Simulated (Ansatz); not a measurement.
## WS2 with Ta replacing W: field gradients at two levels of theory

Cell: a supercell of WS2 (space group P6_3/mmc) built from a COD entry, with the ions relaxed around the defect (PBE).

```
CELL_PARAMETERS angstrom
6.36000 0.00000 0.00000
-4.77000 8.26188 0.00000
0.00000 0.00000 12.50000
ATOMIC_POSITIONS crystal
Ta 0.16704 0.22234 0.25000
W 0.16594 0.55629 0.25000
W 0.16831 0.88854 0.25000
W 0.66521 0.22103 0.25000
W 0.66958 0.55762 0.25000
W 0.66362 0.88754 0.25000
W 0.33349 0.11120 0.75000
W 0.33350 0.44449 0.75000
W 0.33346 0.77781 0.75000
W 0.83353 0.11122 0.75000
W 0.83341 0.44445 0.75000
W 0.83348 0.77783 0.75000
S 0.16676 0.22228 0.62480
S 0.16675 0.55554 0.62483
S 0.16683 0.88898 0.62484
S 0.66671 0.22220 0.62480
S 0.66670 0.55558 0.62482
S 0.66675 0.88897 0.62485
S 0.33513 0.10906 0.12368
S 0.33681 0.44876 0.12403
S 0.33201 0.77686 0.12451
S 0.82802 0.10887 0.12400
S 0.83253 0.44373 0.12509
S 0.83472 0.77900 0.12498
S 0.16676 0.22228 0.87520
S 0.16675 0.55554 0.87517
S 0.16683 0.88898 0.87516
S 0.66671 0.22220 0.87520
S 0.66670 0.55558 0.87518
S 0.66675 0.88897 0.87515
S 0.33513 0.10906 0.37632
S 0.33681 0.44876 0.37597
S 0.33201 0.77686 0.37549
S 0.82802 0.10887 0.37600
S 0.83253 0.44373 0.37491
S 0.83472 0.77900 0.37502
```

Atom numbers follow the list; atoms alike are taken as one site, whose name carries the number of the first.

First run. Level of theory: DFT, PBE, plane waves and PAW, scalar-relativistic, 420 eV cutoff, Γ-centred 4×3×2 k-points, Fermi–Dirac smearing 0.01 eV, cell charge +1 (Ansatz 0.2.0).

| site | atom | V_zz (10²¹ V/m²) | η |
| --- | --- | --- | --- |
| Ta | 1 | -15.48 | 0.06 |
| W2 | 2 | -15.89 | 0.32 |
| W3 | 3 | -15.77 | 0.17 |
| W4 | 4 | -15.32 | 0.59 |
| W5 | 5 | -15.83 | 0.30 |
| W6 | 6 | -15.53 | 0.19 |
| W7 | 7 | -16.33 | 0.00 |
| W9 | 9 | -16.16 | 0.01 |
| W11 | 11 | -16.05 | 0.00 |
| W12 | 12 | -16.08 | 0.00 |
| S19 | 19 | -4.40 | 0.65 |
| S20 | 20 | -4.63 | 0.66 |
| S22 | 22 | -4.44 | 0.68 |
| S24 | 24 | -4.20 | 0.08 |

Second run. The same atoms and settings, except that the functional is r2SCAN and the cutoff is 500 eV.

Question: What does the second run give?

Answer: 

| site | atom | V_zz | η | change of V_zz |
| --- | --- | --- | --- | --- |
| Ta | 1 | -15.05 | 0.06 | +0.43 |
| W2 | 2 | -15.72 | 0.32 | +0.17 |
| W3 | 3 | -15.60 | 0.17 | +0.17 |
| W4 | 4 | -15.11 | 0.59 | +0.21 |
| W5 | 5 | -15.65 | 0.30 | +0.18 |
| W6 | 6 | -15.34 | 0.19 | +0.19 |
| W7 | 7 | -16.14 | 0.00 | +0.19 |
| W9 | 9 | -15.98 | 0.01 | +0.18 |
| W11 | 11 | -15.87 | 0.00 | +0.18 |
| W12 | 12 | -15.90 | 0.00 | +0.18 |
| S19 | 19 | -4.33 | 0.68 | +0.07 |
| S20 | 20 | -4.57 | 0.69 | +0.06 |
| S22 | 22 | -4.39 | 0.71 | +0.05 |
| S24 | 24 | -4.23 | 0.07 | -0.03 |

The largest change of V_zz is on Ta, from -15.48 to -15.05. In per cent, |V_zz| changes by -3 on Ta, -1 on W, -1 to +1 on S (all sites that start above 2). The table leaves out 8 of the 22 sites, with |V_zz| up to 4.34; their tensors move by 0.04 at most along any direction. The statements above cover all sites.

The run isn't spin-polarised, and a state with spin may lie lower. The defect repeats with the cell of 36 atoms, so it feels its images: sites between two images don't show the values beside a lone defect, and zeros or small values of η there can come from the images' arrangement. S and W carry a gradient in the pure host already, so the values there aren't the defect's effect alone. The relaxation keeps the site symmetry m of the start, so the impurity can move only within its mirror plane; a distortion that would localise the partly filled state isn't explored. A uniform background compensates the cell's charge. The defect cell has no gap above 0.1 eV on its mesh, so the values can hang on the smearing and the k-mesh. Without spin–orbit coupling the gradients at and beside Ta and W can be off by some per cent, at some sites by more. With these PAW files V_zz is typically within 2 to 3 % of all-electron values, but misses above 10 % occur on Ta.
